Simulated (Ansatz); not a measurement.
A geometry of AlRh away from equilibrium: the start of the relaxation of a relaxed AlRh cell, doubled along one cell vector, shaken by Gaussian noise of σ = 0.08 Å a coordinate. Computed with PBEsol (plane waves to 420 eV, PAW, scalar-relativistic; Ansatz, an electronic-structure program). Γ-centred k-mesh 6×11×11 on the run's cell (coarser than for final values), Fermi–Dirac smearing 0.05 eV.

```xyz
4
Lattice="5.9441 0.0000 0.0000 0.0000 2.9721 0.0000 0.0000 0.0000 2.9721" Properties=species:S:1:pos:R:3 pbc="T T T"
Al     1.4977     1.5333     1.5159
Al     4.4080     1.4093     1.4025
Rh     0.0007    -0.0417    -0.0119
Rh     2.9401     0.0016    -0.0299
```

Problem. What forces act on the atoms (eV/Å)?

Solution. 
```json
[
 {"atom": "Al1", "Fx": "-0.47", "Fy": "-0.54", "Fz": "-0.43"},
 {"atom": "Al2", "Fx": "0.54", "Fy": "0.45", "Fz": "0.46"},
 {"atom": "Rh3", "Fx": "-0.33", "Fy": "0.20", "Fz": "-0.07"},
 {"atom": "Rh4", "Fx": "0.27", "Fy": "-0.12", "Fz": "0.04"}
]
```

Problem. What is the pressure?

Solution. +0.7 GPa, compression positive.

Problem. How far above the relaxed end point is this geometry?

Solution. 0.02 eV/atom; the path ends in Pm-3m (No. 221) (CsCl type).

No spin polarisation in the result.

The first start was generated by placing the elements on the sites of a structure type. Materials Project lists a structure of AlRh in the same space group, Pm-3m (No. 221); the sites were not compared with it, nor with measured phases.
